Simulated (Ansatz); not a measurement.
Relaxed-ion elastic tensor of BN in space group P6_3/mmc (No. 194; B on 2b, N on 2d) in GPa (Voigt order), plane-wave PAW r²SCAN+D4 (Ansatz code); density 2.29 g/cm³, 8.99 Å³ per atom.

```
 917   202  -4.0   0.0   0.0   0.0
 202   917  -4.0   0.0   0.0   0.0
-4.0  -4.0  33.2   0.0   0.0   0.0
 0.0   0.0   0.0   3.4   0.0   0.0
 0.0   0.0   0.0   0.0   3.4   0.0
 0.0   0.0   0.0   0.0   0.0   358
```

### Question
Is the crystal mechanically stable?

### Answer
Yes: the smallest eigenvalue of C is 3.4 GPa.

### Question
Work out the Voigt and Reuss bounds. Is their mean of use?

### Answer
K_V = 250, K_R = 30.9; G_V = 184, G_R = 7.9 GPa. The bounds lie so far apart that a Hill average or a Debye temperature from it would say little.

The first step of the workflow began from a Materials Project structure, measured or hypothetical. Its sites differ from those of the usual phase in this space group: another stacking or structure type. The r²SCAN+D4 relaxation kept the symmetry of its start; phonons on a q-mesh show no instability.

Potentials: the earlier of the program's two PAW sets.
